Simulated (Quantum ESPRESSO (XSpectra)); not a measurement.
## S K-edge X-ray absorption spectrum (XANES) of ZnS (P6₃mc)

```xyz
4
Lattice="3.8058 0.0000 0.0000 -1.9029 3.2959 0.0000 0.0000 0.0000 6.2380" Properties=species:S:1:pos:R:3 pbc="T T T"
Zn     0.0000     2.1973     0.0009
Zn     1.9029     1.0986     3.1199
S      0.0000     2.1973     2.3384
S      1.9029     1.0986     5.4574
```

Geometry: Materials Project entry mp-560588 (a computed structure). The cell is the entry's, not relaxed again.

Absorber: atom 3, S on Wyckoff site b (site symmetry 3m.), with 3 Zn at 2.33 Å, 1 Zn at 2.34 Å.

Method: LDA, full core hole, dipole K-edge X-ray absorption, plane waves, Troullier-Martins potentials made with ld1.x and PseudoDojo potentials for the other elements (Perdew-Zunger form enforced), scalar-relativistic, no spin, constant broadening (Quantum ESPRESSO (XSpectra)).

16-atom cell (absorber images 7.3 Å apart), 67 Ry, k meshes 2×2×2 (SCF) and 4×4×4 (spectrum), Lorentzian half width 0.7 eV. The ground-state test found a gap, so occupations are fixed and the excited electron is left out (charged cell on a uniform background); energies count from the highest occupied level. Field directions run: x; z, weighted by the site's symmetry in the crystal. Intensities are scaled to a mean of 1 over 0–35 eV.

```tsv
E (eV)	intensity (scaled)
-5.0	0.04
-4.5	0.04
-4.0	0.04
-3.5	0.05
-3.0	0.05
-2.5	0.06
-2.0	0.06
-1.5	0.07
-1.0	0.09
-0.5	0.10
0.0	0.12
0.5	0.15
1.0	0.20
1.5	0.28
2.0	0.43
2.5	0.69
3.0	1.06
3.5	1.46
4.0	1.63
4.5	1.64
5.0	1.69
5.5	1.68
6.0	1.56
6.5	1.59
7.0	1.62
7.5	1.66
8.0	1.65
8.5	1.49
9.0	1.18
9.5	0.95
10.0	0.89
10.5	0.93
11.0	0.91
11.5	0.82
12.0	0.75
12.5	0.75
13.0	0.81
13.5	0.89
14.0	0.96
14.5	1.02
15.0	1.07
15.5	1.14
16.0	1.20
16.5	1.16
17.0	1.11
17.5	1.09
18.0	1.06
18.5	0.99
19.0	0.91
19.5	0.85
20.0	0.85
20.5	0.85
21.0	0.83
21.5	0.80
22.0	0.76
22.5	0.70
23.0	0.67
23.5	0.69
24.0	0.71
24.5	0.77
25.0	0.84
25.5	0.89
26.0	0.90
26.5	0.89
27.0	0.93
27.5	1.02
28.0	1.08
28.5	1.16
29.0	1.23
29.5	1.21
30.0	1.16
30.5	1.11
31.0	1.06
31.5	1.01
32.0	0.96
32.5	0.91
33.0	0.87
33.5	0.86
34.0	0.87
34.5	0.87
```

The absolute edge energy is not computed.
